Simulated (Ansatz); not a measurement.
## B started on a Zr site and B started on a Zr site, 7.15 Å apart on the ideal sites in cubic perovskite SrZrO3, 40 atoms, charge 0

The calculation used Ansatz, DFT, PBEsol, PAW, plane waves.

Command:

```sh
ansatz run in.yaml --threads 7 --pin off --max-ram 13300MiB --runs-dir r --events-out ev --progress --plain
```

The input less its lattice and atoms (starting moments on atoms near the defect: 2 μB in all):

```yaml
crystal:
  symmetry: { detect: false }
kpoints:
  mp_grid: { grid: [1, 1, 1], shift: [0.25, 0.25, 0.25] }
hamiltonian:
  xc: pbesol
magnetization:
  spin_polarized: true
scf:
  occupations: { method: fermi_dirac, width: 0.01 }
relax:
  f_tol: 0.03
  max_steps: 80
  escape_saddle: false
  adjacent_minimum: "off"
output:
  forces: true
  eigenvalues: true
  populations: true
```

Start:

```xyz
40
Lattice="8.2600 0.0000 0.0000 0.0000 8.2600 0.0000 0.0000 0.0000 8.2600" Properties=species:S:1:pos:R:3 pbc="T T T"
Sr    0.0195    0.0202    0.0005
Sr    8.2506    8.2599    4.1058
Sr    0.0058    4.1293    8.2420
Sr    8.2446    4.1390    4.1359
Sr    4.0911    0.0009    0.0185
Sr    4.1712    8.2533    4.1217
Sr    4.1122    4.1477    0.0176
Sr    4.1235    4.1157    4.1403
B     2.0805    2.0443    2.0659
B     6.2180    6.1823    6.2063
Zr    2.0681    2.0680    6.1988
Zr    2.0603    6.1979    2.1216
Zr    2.0681    6.1872    6.1945
Zr    6.1716    2.0842    2.0752
Zr    6.2310    2.0797    6.2159
Zr    6.1812    6.1988    2.0766
O     2.0782    2.0656    0.0078
O     2.0564    2.0509    4.1566
O     2.0706    6.2178    8.2570
O     2.0474    6.2014    4.1253
O     6.1858    2.0613    8.2584
O     6.2117    2.0605    4.1354
O     6.1847    6.2080    8.2198
O     6.2221    6.1583    4.1230
O     8.2570    2.0389    2.0927
O     8.2556    2.0592    6.1754
O     0.0313    6.2007    2.0643
O     0.0004    6.1657    6.1819
O     4.1307    2.0450    2.0524
O     4.1439    2.0679    6.1759
O     4.1281    6.2000    2.0495
O     4.1627    6.1534    6.1926
O     2.0529    0.0279    2.0802
O     2.0391    8.2489    6.2146
O     2.0405    4.1507    2.0492
O     2.0371    4.1190    6.1950
O     6.1735    0.0299    2.0643
O     6.2065    0.0298    6.2287
O     6.2120    4.1447    2.0181
O     6.2002    4.1272    6.2075
```

Steps:

```csv
step,energy less the first (eV),largest force component (eV/Å)
start,0.000,2.485
1,-1.585,1.424
2,-2.961,1.889
3,-4.561,2.226
4,-6.102,2.462
5,-7.958,2.249
6,-9.531,1.795
7,-10.416,1.585
8,-11.325,0.569
9,-11.907,0.538
10,-12.269,0.447
11,-12.394,0.615
12,-12.633,0.391
13,-12.758,0.135
14,-12.792,0.069
15,-12.809,0.084
16,-12.819,0.177
17,-12.828,0.178
18,-12.856,0.251
19,-12.866,0.141
20,-12.877,0.100
21,-12.881,0.041
22,-12.881,0.033
23,-12.883,0.043
24,-12.886,0.051
25,-12.889,0.137
26,-12.895,0.066
27,-12.899,0.085
28,-12.906,0.110
29,-12.910,0.082
30,-12.914,0.076
31,-12.915,0.089
32,-12.916,0.043
33,-12.918,0.031
34,-12.919,0.045
35,-12.920,0.053
36,-12.922,0.080
37,-12.925,0.113
38,-12.931,0.139
39,-12.934,0.070
40,-12.934,0.064
41,-12.935,0.030
42,-12.936,0.012
```

A structure on the way, about -2.96 eV from the start:

```
Sr B Zr O
1.0
     8.26000    0.00000    0.00000
     0.00000    8.26000    0.00000
     0.00000    0.00000    8.26000
Sr B Zr O
8 2 6 24
Direct
  0.99846 0.00061 0.00077
  0.01352 0.01657 0.48878
  0.00712 0.49021 0.01558
  0.00829 0.49602 0.49921
  0.48982 0.00762 0.01080
  0.50542 0.00346 0.50731
  0.49080 0.49754 0.01178
  0.49938 0.49878 0.50494
  0.25850 0.23103 0.23150
  0.75260 0.73546 0.76447
  0.25013 0.25069 0.74988
  0.25062 0.74858 0.25102
  0.24752 0.75085 0.75143
  0.74720 0.25062 0.24955
  0.75062 0.25167 0.75113
  0.74990 0.75073 0.25559
  0.25423 0.24742 0.01924
  0.24816 0.24660 0.48977
  0.24983 0.75209 0.99976
  0.24814 0.75251 0.50061
  0.74617 0.24896 0.99985
  0.74826 0.25442 0.49923
  0.74897 0.74878 0.97608
  0.75114 0.74529 0.51212
  0.01513 0.24620 0.24633
  0.99989 0.25116 0.74793
  0.00031 0.75437 0.24339
  0.97666 0.74649 0.75328
  0.48010 0.24688 0.24563
  0.49969 0.25231 0.74455
  0.50080 0.75104 0.24661
  0.51867 0.74645 0.75048
  0.25289 0.02116 0.24584
  0.24901 0.99993 0.75127
  0.24793 0.49341 0.24533
  0.25002 0.50065 0.75039
  0.74961 0.00079 0.24969
  0.74627 0.99117 0.74758
  0.75263 0.50048 0.24611
  0.74877 0.52120 0.75281
```

End:

```
Sr B Zr O
1.0
     8.26000    0.00000    0.00000
     0.00000    8.26000    0.00000
     0.00000    0.00000    8.26000
Sr B Zr O
8 2 6 24
Direct
  0.00043 0.00533 0.99585
  0.98378 0.00650 0.52727
  0.01312 0.47579 0.04741
  0.98297 0.51859 0.50583
  0.54312 0.95458 0.93108
  0.53278 0.00021 0.48592
  0.47389 0.50074 0.04252
  0.53181 0.55923 0.52692
  0.35039 0.16951 0.18219
  0.81537 0.64782 0.82478
  0.25835 0.24902 0.76999
  0.24759 0.76911 0.25548
  0.24064 0.74928 0.75268
  0.74248 0.24958 0.24050
  0.74484 0.25871 0.75447
  0.75488 0.75661 0.24059
  0.30230 0.21476 0.02548
  0.14168 0.27059 0.55477
  0.28828 0.77324 0.99965
  0.18212 0.75225 0.50037
  0.69784 0.30236 0.99240
  0.75862 0.23327 0.49534
  0.73243 0.69858 0.96294
  0.77519 0.79221 0.47060
  0.96921 0.22009 0.19484
  0.00218 0.29345 0.80146
  0.00032 0.78448 0.19928
  0.97703 0.68918 0.79919
  0.47110 0.25799 0.25918
  0.49400 0.20659 0.71333
  0.49803 0.73035 0.27841
  0.46494 0.79457 0.68941
  0.29692 0.02627 0.25156
  0.19278 0.99973 0.76148
  0.22813 0.52983 0.22787
  0.29676 0.49958 0.78416
  0.70553 0.99945 0.19041
  0.79186 0.02950 0.77950
  0.77052 0.50349 0.26876
  0.74895 0.52778 0.72374
```

The calculation finished and met its thresholds.

Time: 7.8 min of wall time on 7 threads of a Neoverse-V2 processor, on a host shared with other runs; peak host memory 1.7 GiB.

Q: How much energy did the relaxation gain, and which atom moved most?

A: 12.94 eV in 42 steps, from a start with small random displacements (the gain also holds any tilting of the ideal host); atom 9 (B) moved 1.18 Å, the median atom 0.45 Å (drift of the whole cell removed).

The moment started at 2 μB and ended at 2.0 μB; no other spin state is shown. The one k point has no symmetry partners, which can distort the end along one axis.
